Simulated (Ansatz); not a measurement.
## FeH6C2: settings compared (Ansatz)

The command:

```bash
ansatz run input.yaml --threads 1 --pin off --max-ram 2560MiB --backend cpu --events-out ev --progress --plain --runs-dir out
```

Input:

```yaml
crystal:
  lattice:
    - [0.0, 2.952667, 2.952667]
    - [2.952667, 0.0, 2.952667]
    - [2.952667, 2.952667, 0.0]
  atoms:
    - { symbol: H, position: [0.758, 0.242, 0.242] }
    - { symbol: H, position: [0.242, 0.758, 0.242] }
    - { symbol: H, position: [0.242, 0.758, 0.758] }
    - { symbol: H, position: [0.758, 0.242, 0.758] }
    - { symbol: H, position: [0.242, 0.242, 0.758] }
    - { symbol: H, position: [0.758, 0.758, 0.242] }
    - { symbol: Fe, position: [0.0, 0.0, 0.0] }
    - { symbol: C, position: [0.25, 0.25, 0.25] }
    - { symbol: C, position: [0.75, 0.75, 0.75] }
  symmetry: { tolerance: 0.0003 }
kpoints:
  mp_grid: { grid: [5, 5, 5], shift: [0, 0, 0] }
magnetization:
  spin_polarized: false
scf:
  occupations: { method: tetrahedron }
hamiltonian:
  pseudopotentials: { kind: paw }
  xc: r2scan
basis:
  ecutwfc: 500
output:
  forces: true
  stress: true
  eigenvalues: true
```

Origin of the cell: a known structure type with other elements, at an estimated volume, so it need not be a known compound.

Output of this run (shortened):

```
Warning: output.forces, output.stress, relax.cell or npt_langevin: where a Kohn–Sham band that disperses or a degenerate level is filled in part under the method tetrahedron, the forces or th […]
Pseudopotentials: kind: paw
Pseudopotential: H, paw, valence charge 1, recommended cutoff 500 eV (meta_gga), H.paw.azcp
Pseudopotential: Fe, paw, valence charge 16, recommended cutoff 500 eV (meta_gga), Fe.paw.azcp
Pseudopotential: C, paw, valence charge 4, recommended cutoff 500 eV (meta_gga), C.paw.azcp
Functional definition: r2SCAN
  exchange = r2scan_x(k0 = k0, k1 = k1, a1 = a1)
  correlation = r2scan_c
Crystal: 9 atoms, lattice volume = 51.484 Å³
Basis set: ecut = 500 eV, 1291 PW (Γ), exchange–correlation on 128×128×128 points (64 copies of the dense FFT grid, shifted against one another)
Bands: 24, of which v1, the nominal top of the filled ones, is band 15 counted from 1 (14 counted from 0)
[… 11 lines left out …]
Initial density: superposition of atomic densities (neutral atoms: chi_scale 0, normalization atom), corrected by the library's trained network
Functional: x = r2scan, c = r2scan; τ floored in thin density (d = 2e-4 eV/Å³)
SCF iter   1: F=—  HF=-5069.332513 eV  Δρ=3.11e-2  dr2=6.82e-1  dr2_τ=2.48e-1  defer=1
SCF iter   2: F=—  HF=-5070.141308 eV  Δρ=1.50e-1  dr2=1.34e1  dr2_τ=3.32e-1  defer=16  recentre
SCF iter   3: F=—  HF=-5069.373409 eV  Δρ=2.36e-2  dr2=3.60e-1  dr2_τ=2.21e-3  defer=10
SCF iter   4: F=—  HF=-5069.334369 eV  Δρ=8.51e-3  dr2=3.95e-2  dr2_τ=6.24e-4  defer=10
SCF iter   5: F=—  HF=-5069.330050 eV  Δρ=4.28e-3  dr2=1.42e-2  dr2_τ=4.83e-4  defer=14
SCF iter   6: F=—  HF=-5069.329307 eV  Δρ=1.14e-3  dr2=4.83e-4  dr2_τ=2.83e-5  defer=14
SCF iter   7: F=—  HF=-5069.329321 eV  Δρ=4.10e-4  dr2=7.87e-5  dr2_τ=1.91e-6  defer=14
SCF iter   8: F=—  HF=-5069.329327 eV  Δρ=3.99e-4  dr2=1.01e-4  dr2_τ=2.41e-6  defer=14
SCF iter   9: F=—  HF=-5069.329322 eV  Δρ=2.27e-4  dr2=3.25e-5  dr2_τ=4.10e-7  defer=14
SCF iter  10: F=—  HF=-5069.329320 eV  Δρ=1.94e-5  dr2=1.28e-7  dr2_τ=4.83e-9  defer=14
SCF iter  11: F=-5069.329320 eV  HF=-5069.329320 eV  Δρ=5.92e-6  dr2=1.31e-8  dr2_τ=3.23e-10
SCF 1 converged in 11 iterations: F = -5069.329320 eV  dr2 = 1.31e-8
SCF converged after 11 iterations
Stability not checked: this state was not tested for a lower state beside it, because cold or Methfessel-Paxton smearing, or corrected tetrahedra, fill the levels in a way that the test cannot read (fill_not_monotonic; […]
Free energy (F): -5069.329320 eV
Harris-Foulkes:  -5069.329320 eV  (|F-HF|=6.63e-9)
Internal energy: -5069.329320 eV  (E = F + TS)
E sigma→0 (E₀):  -5069.329320 eV
Fermi energy:    7.037862 eV
--- Per-component energies (eV) ---
  E_band       = -418.861283
  E_kinetic    = 587.466985
  E_local      = -3538.374458  (includes V_loc(G=0)·N_el)
  E_nonlocal   = 278.010221
  E_hartree    = 1462.296060
  E_xc         = -257.024195
  E_vxc        = -369.496546  (∫ρ·V_xc dr)
  E_paw        = -1573.865329  (= ΣΔE_a)
  E_vpaw       = -324.639445  (= ΣTr[D̂ρ^β])
  E_aug_tail   = -0.002779  (compensation charges beyond the density's cutoff)
  E_vtau       = 23.590114  (kinetic-family band-sum trace: ∫τ·v_τ [+ j·A + Jᵃ·Aᵃ] dr)
  E_ewald      = -2027.496802
  E_core_change = -0.339022  (= ΣΔE_core)
  E_smearing   = -0.000000  (= −TS)
  Σ components = -5069.329320   (vs F -5069.329320, Δ=0.00e0)
--- Forces (eV/Å), atoms counted from 1 ---
  atom   1  H      2.344676     0.000000     0.000000
[… 3 lines left out …]
  atom   5  H     -0.000000    -0.000000     2.344676
  atom   6  H      0.000000     0.000000    -2.344676
  atom   7  Fe    -0.000000     0.000000     0.000000
  atom   8  C      0.000000    -0.000000     0.000000
  atom   9  C     -0.000000    -0.000000    -0.000000
  max |Σ_I F_I| component: 4.07e-16 eV/Å
--- Stress (GPa, compression-positive) ---
        4.705984      -0.000000      -0.000000
       -0.000000       4.705984      -0.000000
        0.000000       0.000000       4.705984
  P = ⅓ Tr σ = 4.7060 GPa (47.060 kbar)
```

The same input was run again with these changes:

1. `scf.initial_density.chi_scale` default → 0.1
2. `total_charge` default → -1; `hamiltonian.hubbard` default → { sites: [{ species: Fe, l: d, u_eff: 2.0 }], double_counting: fll }
3. `scf.lower_state_search` default → "off"; `total_charge` default → -1
4. `accuracy` default → medium; `basis.xc_grid` default → 1

```json
{"run": "base", "end": "converged", "SCF iterations": "11", "P (GPa)": "4.71", "max force component (eV/Å)": "2.345", "moment (μB)": "–", "ΔE(σ→0) (meV/atom)": "0"}
{"run": "1", "end": "converged", "SCF iterations": "14", "P (GPa)": "4.71", "max force component (eV/Å)": "2.345", "moment (μB)": "–", "ΔE(σ→0) (meV/atom)": "0.00"}
{"run": "2", "end": "converged", "SCF iterations": "12", "P (GPa)": "–", "max force component (eV/Å)": "2.317", "moment (μB)": "–", "ΔE(σ→0) (meV/atom)": "–"}
{"run": "3", "end": "converged", "SCF iterations": "12", "P (GPa)": "–", "max force component (eV/Å)": "2.387", "moment (μB)": "–", "ΔE(σ→0) (meV/atom)": "–"}
{"run": "4", "end": "converged", "SCF iterations": "11", "P (GPa)": "4.70", "max force component (eV/Å)": "2.345", "moment (μB)": "–", "ΔE(σ→0) (meV/atom)": "0.02"}
```

Energies are compared only where functional, datasets, charge and starting cell are the same.

Caveats of the base run: forces and stress under tetrahedra may miss the slope of the energy; no spin polarisation, so a magnetic state may lie lower; the k mesh is coarse if the cell is a metal.

Run 2: charged cell with a uniform background, whose pressure depends on convention.
Run 3: charged cell with a uniform background, whose pressure depends on convention.

The base run ran for 3.2 s on 1 thread of Intel(R) Xeon(R) Platinum 8375C CPU @ 2.90GHz (Ice Lake), on a shared host, peak memory 0.58 GiB, from the program's own first density.
